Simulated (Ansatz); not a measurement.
ZnS (zinc blende)

```xyz
4
Lattice="0.0000 5.4434 5.4434 2.7217 0.0000 2.7217 2.7217 2.7217 0.0000" Properties=species:S:1:pos:R:3 pbc="T T T"
S      4.0826     4.0826     4.0826
S      4.0826     6.8043     6.8043
Zn     0.0000     0.0000     0.0000
Zn     2.7217     5.4434     2.7217
```

The atoms are displaced by Q × the pattern below (from a DFPT mode at L = (0.5, 0.0, 0.0), largest move 1; Q in Å), at fixed cell. (q is in reciprocal vectors of the primitive cell; the cell shown is doubled to hold the pattern.)

```csv
atom,x,y,z
S1,0.577,-0.577,-0.577
S2,-0.577,0.577,0.577
Zn3,-0.068,0.068,0.068
Zn4,0.068,-0.068,-0.068
```

Level of theory: PBE (plane waves to 420 eV, PAW, scalar-relativistic; Ansatz, an electronic-structure program). k mesh 5×10×10 (Γ-centred), Fermi-Dirac smearing 0.05 eV. E stands for the smeared free energy. ZnS was relaxed with its symmetry unable to fall. The zero of ΔE is the undisplaced structure.

```csv
Q (Å),ΔE (meV/cell)
-0.100,125.2
-0.067,55.3
-0.033,13.8
0.000,0.0
0.033,13.8
0.067,55.3
0.100,125.2
```

Problem. Which DFPT wavenumber at L = (0.5, 0.0, 0.0) belongs to this mode?
A) 71 cm⁻¹
B) 189 cm⁻¹
C) 320 cm⁻¹

Solution. C, 320 cm⁻¹. The curvature of the scan gives 320 cm⁻¹

(For displaced atoms, the force is minus the slope of the energy, and its curvature is a force constant, which sets phonon frequencies.)
